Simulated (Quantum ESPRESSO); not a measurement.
```
Cd2TeSe
1.0
    4.44550     0.00000     0.00000
   -2.22275     3.84992     0.00000
    0.00000     0.00000     7.26843
Se Cd Te
1 2 1
Cartesian
  2.22275   1.28331   0.88289
  2.22275   1.28331   3.51647
  0.00000   0.00000   0.10837
  0.00000   0.00000   4.56334
```

Cell and atoms were relaxed with PBEsol from Materials Project entry mp-1226939, within its symmetry.

Task: What does norm-conserving PBEsol (Quantum ESPRESSO, 102 Ry, with spin-orbit coupling) give for the electronic structure near the Fermi level?

Result: Along the path the PBEsol gap is only about 0.02 eV, below what this setup resolves reliably; no G0W0 run was built on it. Semilocal functionals shrink small gaps, and the order of the bands at the edge may be inverted. 

The structure is a Materials Project entry; no match was found in the copy of COD used, and its stability was not checked.
